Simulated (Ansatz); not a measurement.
The relaxed structure here is a generated cell of FeNi: the first start was made by placing the elements on the sites of a structure type, and the end was not matched to a known phase here, so it may be hypothetical.

A relaxed cell of FeNi (P6₃/mmc (No. 194)), relaxed on a k-mesh at least as fine as the one used below. Computed with PBE (plane waves to 420 eV, PAW, scalar-relativistic; Ansatz, a first-principles code). Γ-centred k-mesh 8×15×4 on the run's cell (coarser than for final values), Fermi–Dirac smearing 0.05 eV.

```
CELL_PARAMETERS angstrom
      5.02714     0.00000     0.00000
     -1.25678     2.17682     0.00000
      0.00000     0.00000     8.26852
ATOMIC_POSITIONS crystal
  Fe 0.33333 0.33333 0.75000
  Fe 0.83333 0.33333 0.75000
  Fe 0.16667 0.66667 0.25000
  Fe 0.66667 0.66667 0.25000
  Ni 0.00000 0.00000 0.00000
  Ni 0.50000 0.00000 0.00000
  Ni 0.00000 0.00000 0.50000
  Ni 0.50000 0.00000 0.50000
```
Spin-polarised start, with parallel moments on Fe.

The atoms are displaced by (Å):

```
atom      ux      uy      uz
----  ------  ------  ------
Fe1   -0.020  -0.122  -0.040
Fe2   -0.068   0.205  -0.062
Fe3   -0.063   0.010   0.033
Fe4    0.032   0.092  -0.084
Ni5    0.086  -0.146   0.142
Ni6   -0.002  -0.001   0.069
Ni7    0.080  -0.038   0.127
Ni8   -0.066  -0.056  -0.053
```

Q: What forces (eV/Å) and pressure result?

A: 
```
atom     Fx     Fy     Fz
----  -----  -----  -----
Fe1    0.86   1.43   1.03
Fe2   -0.72  -1.92   1.39
Fe3    1.04   0.22   0.47
Fe4   -1.00  -0.73   1.40
Ni5   -0.13   0.82  -1.54
Ni6    0.02  -0.35  -0.91
Ni7   -1.15   0.12  -1.88
Ni8    1.08   0.41   0.04
```

Pressure +5.3 GPa.

Q: Estimate the energy cost of the displacement in the harmonic approximation and compare with the calculation.

A: For a harmonic well ΔE = −½ Σ F·u = 0.886 eV a cell, or 111 meV/atom. The calculated energy relative to the undisplaced cell is +0.11 eV/atom, so the harmonic estimate holds well.

Spin state reached: ferromagnetic (net 1.60 μB/atom), from parallel starting moments; other spin orders were not run from this start.

The run that gave the undisplaced cell could not lose the symmetry of its start; a randomly shaken copy of 8 atoms returns to this structure.
